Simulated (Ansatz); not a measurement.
Li (9R (Sm type), space group No. 166) under volume change, the program Ansatz at the PBEsol level (PAW), shape and atoms relaxed at each volume.

| V (Å³/atom) | E − E(relaxed) (meV/atom) | P (GPa) |
|---|---|---|
| 18.395 | 8.0 | 1.50 |
| 19.002 | 3.4 | 0.93 |
| 19.608 | 0.8 | 0.44 |
| 20.215 | 0.0 | 0.00 |
| 20.821 | 0.7 | -0.38 |
| 21.428 | 2.8 | -0.72 |
| 22.034 | 6.1 | -1.02 |

Q: What does a third-order Birch–Murnaghan fit give for V₀, B₀ and B′?

A: V₀ = 20.21 Å³/atom, B₀ = 13.6 GPa, B′ = 3.3.

Space group R-3m (9R (Sm type)). The first step of the workflow began from a Materials Project structure, measured or hypothetical; the Crystallography Open Database files this formula in space group No. 166, but the cells were not matched. It is not the phase usual at ambient conditions (space group No. 229). The cell was relaxed with PBEsol under the symmetry of its start; of distortions, only those at the zone centre were tested.

Potentials: the later of the program's two PAW sets.
